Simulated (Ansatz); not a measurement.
Zn3GaNO3:
```cif
data_GaNO3Zn3
_chemical_formula_sum 'Ga1 N1 Zn3 O3'
_space_group_name_H-M_alt 'P3m1'
_space_group_IT_number 156
_space_group_name_Hall 'P 3 -2"'
_cell_length_a 3.25343
_cell_length_b 3.25343
_cell_length_c 10.36913
_cell_angle_alpha 90.000
_cell_angle_beta 90.000
_cell_angle_gamma 120.000
loop_
_atom_site_label
_atom_site_type_symbol
_atom_site_symmetry_multiplicity
_atom_site_Wyckoff_symbol
_atom_site_fract_x
_atom_site_fract_y
_atom_site_fract_z
_atom_site_occupancy
Ga1 Ga 1 b 0.33333 0.66667 0.01271 1
N1 N 1 b 0.33333 0.66667 0.18875 1
Zn1 Zn 1 c 0.66667 0.33333 0.24585 1
O1 O 1 c 0.66667 0.33333 0.44452 1
Zn2 Zn 1 b 0.33333 0.66667 0.49177 1
O2 O 1 b 0.33333 0.66667 0.69114 1
Zn3 Zn 1 c 0.66667 0.33333 0.73657 1
O3 O 1 c 0.66667 0.33333 0.93839 1
```

Relaxed at zero pressure with the program Ansatz at the PBEsol level (PAW).

Problem. The volume is lowered by 6 % and shape and atoms relax at that volume. What pressure results, and how do the axes share the change?

Solution. 10.0 GPa; a -1.5 %, b -1.5 %, c -3.0 %; the energy rises by 21 meV/atom.

Problem. Give the new structure.

Solution. 
Space group P3m1 (No. 156); a = b = 3.203 Å, c = 10.055 Å, α = β = 90.00°, γ = 120.00°

| atom | site | symmetry | x | y | z |
|---|---|---|---|---|---|
| Ga | 1b | 3m. | 0.3333 | 0.6667 | 0.0107 |
| N | 1b | 3m. | 0.3333 | 0.6667 | 0.1904 |
| Zn | 1c | 3m. | 0.6667 | 0.3333 | 0.2467 |
| O | 1c | 3m. | 0.6667 | 0.3333 | 0.4469 |
| Zn | 1b | 3m. | 0.3333 | 0.6667 | 0.4912 |
| O | 1b | 3m. | 0.3333 | 0.6667 | 0.6923 |
| Zn | 1c | 3m. | 0.6667 | 0.3333 | 0.7346 |
| O | 1c | 3m. | 0.6667 | 0.3333 | 0.9370 |

The phase is kept; no other phase was compared at this pressure.

The start of the workflow was typed in or built on a structure type; neither database checked (COD, Materials Project) lists it. Whether it is the stable phase at ambient conditions was not checked. The cell was relaxed with PBEsol under the symmetry of its start; of distortions, only those at the zone centre were tested.

Potentials: the earlier of the program's two PAW sets.
